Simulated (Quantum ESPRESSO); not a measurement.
## Ga3InP4 (convergence and cost over cutoff and k mesh)

Computed values, not a measurement. The program is pw.x of Quantum ESPRESSO 7.5 (plane-wave density functional theory). The cell is made up: 8 atoms on a zincblende/diamond lattice, with randomly drawn elements, strain and displacements, not relaxed. PseudoDojo standard norm-conserving files (v0.5 for PBE, v0.4.1 for LDA and PBEsol) set the functional; there is no spin polarisation, spin-orbit coupling or dispersion term, and the masses in the input are unused placeholders.

Input of the run in row 4:

```
&control calculation='scf', pseudo_dir='./dojo.nc.sr.pbe.v0_5.standard.upf', outdir='./o', disk_io='medium', tprnfor=.true., tstress=.true. /
&system ibrav=0, nat=8, ntyp=3, nbnd=42, ecutwfc=79.96652505, nosym=.true., tot_charge=0,
 occupations='smearing', smearing='fd', degauss=0.0018374661
/
&electrons conv_thr=7.350e-09, electron_maxstep=60, /
ATOMIC_SPECIES
Ga 1.0 Ga.upf
In 1.0 In.upf
P 1.0 P.upf
CELL_PARAMETERS angstrom
5.5466 0.0803 -0.0015
0.0803 5.5539 -0.0552
-0.0015 -0.0552 5.56
ATOMIC_POSITIONS angstrom
Ga -0.0634 -0.001 -0.0072
In 0.0742 2.7595 2.759
Ga 2.7444 -0.0122 2.7954
Ga 2.8258 2.8227 -0.0317
P 1.4631 1.4059 1.3833
P 1.4517 4.1316 4.1439
P 4.1927 1.4007 4.182
P 4.1981 4.1902 1.3273
K_POINTS automatic
4 4 4 1 1 1
```

The same cell was run at these settings. Meshes are shifted by half a step, and differences are from the last row, which is itself not exact.

| cutoff (eV) | k mesh | k points solved | threshold (eV) | free energy less the last row's (eV) | pressure (GPa) | largest stress difference (GPa) | largest force difference (eV/Å) | iterations | wall time (s) | k-point pools | processor |
| --- | --- | --- | --- | --- | --- | --- | --- | --- | --- | --- | --- |
| 762 | 2 x 2 x 2 | 4 | 1e-04 | 5.545 | -37.92 | 41.94 | 0.032 | 6 | 53 | 1 | AMD EPYC, Zen 5 class |
| 1088 | 2 x 2 x 2 | 4 | 1e-07 | 0.483 | 4.14 | 0.30 | 0.022 | 10 | 90 | 1 | AMD EPYC, Zen 5 class |
| 595 | 4 x 4 x 4 | 32 | 1e-07 | 59.537 | -268.40 | 272.44 | 0.029 | 10 | 195 | 1 | AMD EPYC, Zen 5 class |
| 1088 | 4 x 4 x 4 | 32 | 1e-07 | 0.009 | 3.82 | 0.02 | 0.001 | 10 | 448 | 1 | AMD EPYC, Zen 5 class |
| 1377 | 6 x 6 x 6 | 108 | 1e-07 | 0.000 | 3.84 | 0.00 | 0.000 | 10 | 234 | 4 | AMD EPYC, Zen 5 class |

Each pool is one process. Wall times include start-up and a band step at six k points, which weighs most on the coarsest meshes. The runs were on shared virtual cores whose load varied, so times are rough.